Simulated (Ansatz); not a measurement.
**How stiff is this cell of TiO2?**

Cell: a COD entry whose atoms were relaxed with PBE, the cell held.

```
Ti O
1.0
    -1.89210    1.89210    4.75730
     1.89210   -1.89210    4.75730
     1.89210    1.89210   -4.75730
Ti O
2 4
Cartesian
  0.0000 0.0000 0.0000
  0.0000 1.8921 2.3787
  0.0000 0.0000 1.9865
  0.0000 1.8921 4.3652
  0.0000 1.8921 0.3921
  0.0000 0.0000 7.5281
```

Sites (sets of like atoms) are named by element and the number of their first atom in this list.

Method: Kohn–Sham DFT in Ansatz, PBE, plane waves and PAW, scalar-relativistic, 420 eV cutoff, Γ-centred 11×11×11 k-points, Fermi–Dirac smearing 0.02 eV.

The cell is stretched along z (the third Cartesian axis of the run's cell), x and y held, and the ions relax again each time. Tension counts as positive.

```
strain along z (%)  stress along z (GPa)  stress along x (GPa)  gap on the k-mesh (eV)
                -3                     ?                     ?                       ?
                -2                  -9.0                  -7.9                    2.04
                -1                  -6.9                  -6.3                    2.07
                 0                  -4.9                  -4.8                    2.10
                +1                  -2.9                  -3.3                    2.13
                +2                  -1.1                  -1.8                    2.16
                +3                   0.6                  -0.3                    2.19
```

Q: Estimate the row at -3 % from the others.

A: stress along z (GPa): -10.9; stress along x (GPa): -9.5; gap on the k-mesh (eV): 2.00. Worked: parabolas through the other 6 rows give -11.2 and -9.5 GPa at -3 %. Their slopes at zero strain are 197 GPa (the stiffness along z) and 153 GPa (the coupling of z to x). They hold at this cell, where the calculated pressure is 4.8 GPa. The gap opens by 30 meV per per cent of stretch between the rows next to zero strain; the parabola gives 2.01 eV for the withheld row.

PBE gaps are too small, by a third to a half in many semiconductors; their changes with strain are better.

All values belong to this cell and structure model.
